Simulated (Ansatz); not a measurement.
Input and command of a plane-wave DFT calculation in Ansatz:

```yaml
crystal:
  lattice:
    - [6.4091879527, 0.0, 0.0]
    - [0.0, 6.4091879527, 0.0]
    - [0.0, 0.0, 17.6296859589]
  atoms:
    - { symbol: Te, position: [0.25, 0.25, 0.0283612539] }
    - { symbol: Te, position: [-0.25, 0.75, 0.0283612539] }
    - { symbol: Cd, position: [-0.5, 0.0, 0.1192475574] }
    - { symbol: Cd, position: [0.0, 0.5, 0.1192475574] }
    - { symbol: Te, position: [-0.25, 0.25, 0.2101338609] }
    - { symbol: Te, position: [-0.75, 0.75, 0.2101338609] }
    - { symbol: Cd, position: [-1.0, 0.0, 0.3010201643] }
    - { symbol: Cd, position: [-0.5, 0.5, 0.3010201643] }
    - { symbol: Te, position: [-0.75, 0.25, 0.3919064678] }
    - { symbol: Te, position: [-1.25, 0.75, 0.3919064678] }
    - { symbol: Cd, position: [-1.5, 0.0, 0.4827927713] }
    - { symbol: Cd, position: [-1.0, 0.5, 0.4827927713] }
    - { symbol: Ag, position: [-1.0, 0.5, 0.6512586196] }
    - { symbol: Ag, position: [-0.8, 0.9, 0.6512586196] }
    - { symbol: Ag, position: [-0.6, 1.3, 0.6512586196] }
    - { symbol: Ag, position: [-0.4, 0.7, 0.6512586196] }
    - { symbol: Ag, position: [-0.2, 1.1, 0.6512586196] }
    - { symbol: Ag, position: [-1.2992281493, 0.3997665127, 0.7623837135] }
    - { symbol: Ag, position: [-1.0992281493, 0.7997665127, 0.7623837135] }
    - { symbol: Ag, position: [-0.8992281493, 1.1997665127, 0.7623837135] }
    - { symbol: Ag, position: [-0.6992281493, 0.5997665127, 0.7623837135] }
    - { symbol: Ag, position: [-0.4992281493, 0.9997665127, 0.7623837135] }
    - { symbol: Ag, position: [-1.5984562985, 0.2995330253, 0.8735088075] }
    - { symbol: Ag, position: [-1.3984562985, 0.6995330253, 0.8735088075] }
    - { symbol: Ag, position: [-1.1984562985, 1.0995330253, 0.8735088075] }
    - { symbol: Ag, position: [-0.9984562985, 0.4995330253, 0.8735088075] }
    - { symbol: Ag, position: [-0.7984562985, 0.8995330253, 0.8735088075] }
basis:
  ecutwfc: 420
kpoints:
  mp_grid: { grid: [6, 6, 2] }
hamiltonian:
  xc: lda
scf:
  occupations: { method: gaussian, width: 0.1 }
output:
  forces: true
  stress: true
  eigenvalues: true
  populations: true
relax:
  adjacent_minimum: "off"
  f_tol: 0.02
  max_steps: 70
  cell: { fix: [a, b, gamma, alpha, beta], stress_tol: 0.15 }
```

```bash
ansatz run input.yaml --threads 8 --pin off --max-ram 20480MiB --backend cpu --events-out ev --progress --plain --runs-dir out
```

Processor: Intel(R) Xeon(R) Processor @ 2.70GHz, 8 threads, on a host shared with other jobs.

Question: How long does it run, and how much memory does it take?

Answer: About 64 min on 8 threads of Intel(R) Xeon(R) Processor @ 2.70GHz, on a shared host, peak memory 11 GiB. It solves 301 bands at 40 k points (the mesh reduced by the symmetry that the task leaves, which can be less than the crystal's) with about 12705 plane waves (on the last cell), in 137 SCF iterations over 20 ionic steps.
